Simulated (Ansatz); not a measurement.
A generator proposed this cell of MgBe2S4.

```yaml
crystal:
  lattice:
    - [3.11686, 0.00000, 0.00000]
    - [-1.55843, 2.69928, 0.00000]
    - [0.00000, 0.00000, 10.87342]
  atoms:
    - { symbol: Mg, position: [0.00000, 0.00000, 0.00000] }
    - { symbol: Be, position: [0.00000, 0.00000, 0.75406] }
    - { symbol: Be, position: [0.00000, 0.00000, 0.24594] }
    - { symbol: S, position: [0.66667, 0.33333, 0.87154] }
    - { symbol: S, position: [0.33333, 0.66667, 0.63657] }
    - { symbol: S, position: [0.66667, 0.33333, 0.36343] }
    - { symbol: S, position: [0.33333, 0.66667, 0.12846] }
```

All numbers below come from DFT PBE+D3(BJ), scalar-relativistic, plane waves, PAW (Ansatz 0.2.0). Cutoff 420 eV; k points 6×6×2 on the computed 7-atom cell (Γ-centred); Gaussian smearing, width 0.10 eV; no spin polarisation.

Formation energies are uncorrected and refer to the elements' standard structures at the same level.

Task: Estimate its pressure, forces and energy as it stands.

Result: The pressure is 18.8 GPa (the mean over three directions, positive in compression), the largest force is 2.37 eV/Å, and the energy is −0.34 eV/atom against the elements. The shortest distance is 2.21 Å.

Task: How much does it gain on relaxing, and where does it end?

Result: Relaxing gains about 0.22 eV/atom (the start's value is from the coarse mesh, so the gain is rough) in 23 ionic steps and ends at −0.56 eV/atom on the finer mesh. The symmetry stays P-3m1 (No. 164). The volume per atom grows by 19.1 %, from 13.1 to 15.6 Å³. The shortest distance goes from 2.21 Å (Be–S) to 2.06 Å (Be–S). Conventional cell: a = 3.385 Å, c = 10.986 Å. Mg has 6 S at 2.53 Å; Be is surrounded by 3 S at 2.06 Å and 3 S at 2.77 Å; around S on its first site lie 3 Mg at 2.53 Å and 3 Be at 2.77 Å; 1 more site not described.

The last run used a 12×12×4 mesh (in the run's order of axes) for its 7-atom cell and Gaussian smearing of 0.10 eV. The relaxation can't lower the symmetry of the start. Symmetry constrained the relaxation, so the result can be a saddle point.
